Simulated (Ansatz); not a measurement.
MgSe:
```xyz
2
Lattice="0.0000 2.7542 2.7542 2.7542 0.0000 2.7542 2.7542 2.7542 0.0000" Properties=species:S:1:pos:R:3 pbc="T T T"
Mg     0.0000     0.0000     0.0000
Se     2.7542     2.7542     2.7542
```

PBE (plane waves, PAW; program Ansatz) gives a gap of 1.77 eV without spin–orbit coupling, maximum at Γ, minimum at X.

Q: What happens when spin–orbit coupling is switched on?

A: The gap decreases by 0.14 eV, to 1.63 eV; maximum at Γ, minimum at X.

Q: How large is the spin–orbit splitting of the valence top at Γ?

A: The fourfold level lies 0.42 eV above the split-off pair.

Q: Give the electron effective mass with spin–orbit coupling.

A: 0.24, 0.24, 0.48 mₑ (principal values).

Q: Give the hole effective mass with spin–orbit coupling, band 1 of 2 at the edge.

A: 0.79 along [100], 1.6 along [110], 2.2 along [111] (mₑ).

Q: Give the hole effective mass with spin–orbit coupling, band 2 of 2 at the edge.

A: 0.20 along [100], 0.18 along [110], 0.18 along [111] (mₑ).

Space group Fm-3m (rock salt). The PBE relaxation kept the symmetry of its start.

Potentials: the later of the program's two PAW sets.
